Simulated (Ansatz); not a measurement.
## Sb3Au under compression and expansion

```cif
data_structure
_symmetry_space_group_name_H-M 'P 1'
_symmetry_Int_Tables_number 1
_cell_length_a 5.2654
_cell_length_b 5.2654
_cell_length_c 5.2654
_cell_angle_alpha 109.471
_cell_angle_beta 109.471
_cell_angle_gamma 109.471
_cell_volume 112.38
loop_
_atom_site_label
_atom_site_type_symbol
_atom_site_fract_x
_atom_site_fract_y
_atom_site_fract_z
_atom_site_occupancy
Sb1 Sb 0.00000 0.50000 0.50000 1
Sb2 Sb 0.50000 0.00000 0.50000 1
Sb3 Sb 0.50000 0.50000 0.00000 1
Au1 Au 0.00000 0.00000 0.00000 1
```

The runs use the primitive cell with vectors (-3.040, 3.040, 3.040), (3.040, -3.040, 3.040), (3.040, 3.040, -3.040) Å, to which the k mesh refers.

The geometry is COD entry 1510290, unchecked; take it as a test cell.

Spin–orbit coupling is left out, though it moves levels of the heavy atoms by tenths of an eV or more.

All numbers are computed: DFT, LDA, all-electron LAPW, scalar-relativistic (Ansatz 0.2.0); DFT, LDA, PAW with Ansatz's default frozen-core files, scalar-relativistic (Ansatz 0.2.0).

For LAPW: a Γ-centred 10×10×10 k mesh, Fermi–Dirac smearing of 0.05 eV, basis error target 1 meV/atom, no spin polarisation. PAW takes a cutoff of 420 eV at this cell (files made with PBE, cores remade for this functional). The Ansatz runs share mesh, smearing and spin set-up. Plane-wave (PAW) pressures include the program's estimate of the Pulay term.

The cell above is scaled evenly, with fractional coordinates and shape held.

```tsv
V/V(cell)	V (Å³/atom)	P, LAPW (GPa)	P, PAW (GPa)	free energy over the lowest listed, PAW (meV/atom)
0.9400	26.409	-4.79	-4.82	0.0
0.9600	26.971	-5.95	-5.97	19.0
0.9800	27.533	-6.95	-6.98	41.7
0.9900	27.814	-7.40	-7.43	54.4
1.0000	28.094	-7.83	-7.85	67.7
1.0100	28.375	-8.22	-8.24	81.9
1.0200	28.656	-8.58	-8.61	96.6
1.0400	29.218	-9.24	-9.26	128.0
1.0600	29.780	-9.81	-9.82	161.5
```
